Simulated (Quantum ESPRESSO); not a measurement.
Band energies of SnS2 monolayer

```
CELL_PARAMETERS angstrom
      3.64694     0.00000     0.00000
     -1.82347     3.15834     0.00000
      0.00000     0.00000    15.90000
ATOMIC_POSITIONS crystal
  S  0.33333 0.66667 0.09266
  S  0.66667 0.33333 0.90734
  Sn 0.00000 0.00000 0.00000
```

PBE (stringent potentials; Quantum ESPRESSO, PseudoDojo norm-conserving, 102 Ry, no spin-orbit coupling); path ΓMKΓ; energies in eV from the valence-band maximum.

```csv
k (1/Å),point,band 13,band 14,band 15,band 16,band 17,band 18,band 19,band 20
0.00,Γ,-0.87,-0.47,-0.47,-0.09,-0.09,2.53,3.90,5.51
0.22,,-1.41,-0.84,-0.80,-0.60,0.00,2.97,4.50,5.38
0.44,,-2.78,-1.54,-1.44,-0.66,-0.04,2.83,4.94,6.17
0.66,,-3.74,-2.05,-1.94,-0.53,-0.16,2.14,5.00,6.24
0.88,,-4.30,-2.22,-2.06,-0.51,-0.25,1.68,4.85,6.21
0.99,M,-4.38,-2.25,-2.05,-0.52,-0.26,1.62,4.83,6.31
1.11,,-4.34,-2.45,-2.08,-0.50,-0.39,1.80,5.05,6.41
1.34,,-4.02,-3.27,-2.52,-0.79,-0.48,2.55,6.08,6.17
1.57,K,-3.60,-3.60,-3.18,-0.66,-0.66,2.74,6.20,6.20
1.76,,-3.86,-3.40,-2.68,-0.92,-0.42,2.75,5.90,6.42
1.95,,-3.74,-3.05,-1.96,-1.05,-0.29,2.84,5.71,6.44
2.14,,-3.10,-2.70,-1.29,-0.82,-0.34,2.98,5.64,6.04
2.33,,-2.09,-2.08,-0.83,-0.44,-0.39,3.12,5.19,5.48
2.53,,-1.13,-0.99,-0.79,-0.28,-0.11,2.90,4.42,5.32
2.72,Γ,-0.87,-0.47,-0.47,-0.09,-0.09,2.53,3.90,5.51
```

The PBE gap is indirect, 1.62 eV, from 33 % of the way from Γ to M to M; the smallest direct gap is 1.88 eV. The valence-band maximum lies 6.76 eV below the vacuum level.

Spin-orbit splittings are left out.

Geometry relaxed with PBEsol.
